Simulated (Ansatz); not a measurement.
Input and command of a plane-wave DFT calculation in Ansatz:

```yaml
crystal:
  lattice:
    - [4.6939458403, 0.0, 0.0]
    - [0.0, 4.6939458403, 0.0]
    - [0.0, 0.0, 4.6939458403]
  atoms:
    - { symbol: Fe, position: [0.1485641258, 0.1485641258, 0.1485641258], spin: 1.66 }
    - { symbol: Fe, position: [0.3514358742, 0.8514358742, 0.6485641258], spin: 1.66 }
    - { symbol: Fe, position: [0.6485641258, 0.3514358742, 0.8514358742], spin: 1.66 }
    - { symbol: Fe, position: [0.8514358742, 0.6485641258, 0.3514358742], spin: 1.66 }
    - { symbol: Os, position: [0.84971282, 0.84971282, 0.84971282] }
    - { symbol: Os, position: [0.65028718, 0.15028718, 0.34971282] }
    - { symbol: Os, position: [0.34971282, 0.65028718, 0.15028718] }
    - { symbol: Os, position: [0.15028718, 0.34971282, 0.65028718] }
basis:
  ecutwfc: 420
kpoints:
  mp_grid: { grid: [8, 8, 8] }
hamiltonian:
  xc: pbe
scf:
  occupations: { method: gaussian, width: 0.1 }
output:
  forces: true
  stress: true
  eigenvalues: true
  populations: true
magnetization:
  spin_polarized: true
relax:
  adjacent_minimum: "off"
  f_tol: 0.01
  max_steps: 80
  cell: { stress_tol: 0.05 }
```

```bash
ansatz run input.yaml --threads 1 --pin off --max-ram 2560MiB --backend cpu --events-out ev --progress --plain --runs-dir out
```

Processor: Arm Neoverse V2, 1 thread, on a host shared with other jobs.

Task: How long does it run, and how much memory does it take?

Result: About 8.9 min on 1 thread of Arm Neoverse V2, with other jobs on the host, peak memory 0.77 GiB. It solves 81 bands at 45 k points (the mesh reduced by the symmetry that the task leaves, which can be less than the crystal's) with about 2007 plane waves (on the last cell), in 45 SCF iterations over 5 ionic steps.
